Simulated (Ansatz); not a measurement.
Zone-centre phonons of YTl at 5 GPa: input and output

Method: DFT LDA, scalar-relativistic, plane waves, PAW (Ansatz 0.2.0).

Launched with:
```bash
ansatz run input.yaml --threads 1 --pin off --max-ram 3072MiB --backend cpu --events-out ev --progress --plain --runs-dir out
```

Input (bare energies are in eV):
```yaml
crystal:
  lattice:
    - [3.6195350122, 0.0, 0.0]
    - [0.0, 3.6195350122, 0.0]
    - [0.0, 0.0, 3.6195350122]
  atoms:
    - { symbol: "Y", position: [0.5, 0.5, 0.5] }
    - { symbol: Tl, position: [0.0, 0.0, 0.0] }
basis:
  ecutwfc: 420
kpoints:
  mp_grid: { grid: [12, 12, 12] }
hamiltonian:
  xc: lda
scf:
  occupations: { method: fermi_dirac, width: 0.15 }
output:
  eigenvalues: true
phonons:
  method: dfpt
  eigenvectors: true
```

The end of the output:
```
--- Phonons (Γ-DFPT): 2 representative perturbations + reference, on 196 of 1728 k-points (Σ response iterations 5) ---
  k mesh reduced under 8 symmetry operations, with k and −k counted as one. Each operation leaves every solved perturbation unchanged. A smaller set is not used because it would not reduce the number of displacements ...
  ASR residual: 4.638e-4 → 0.000e0 eV/Å²; symmetrization residual: 7.460e-6 eV/Å²
  ASR residual per site (eV/Å²): 4.64e-4 6.64e-6
  Γ frequencies (cm⁻¹): 0.00 0.00 0.00 122.38 122.38 122.38
  non-analytic LO–TO correction: not included (Born effective charges unavailable; polar crystals: no LO–TO splitting at Γ)
```

It took 34 s on 1 thread of Arm Neoverse V2, on a shared host, peak memory 0.69 GiB.

In a metal, frequencies and elastic constants depend on the k mesh and the smearing, soft modes and shear constants most. Spin–orbit coupling is left out, which can shift energies with elements as heavy as these. Other phases may be more stable at this pressure.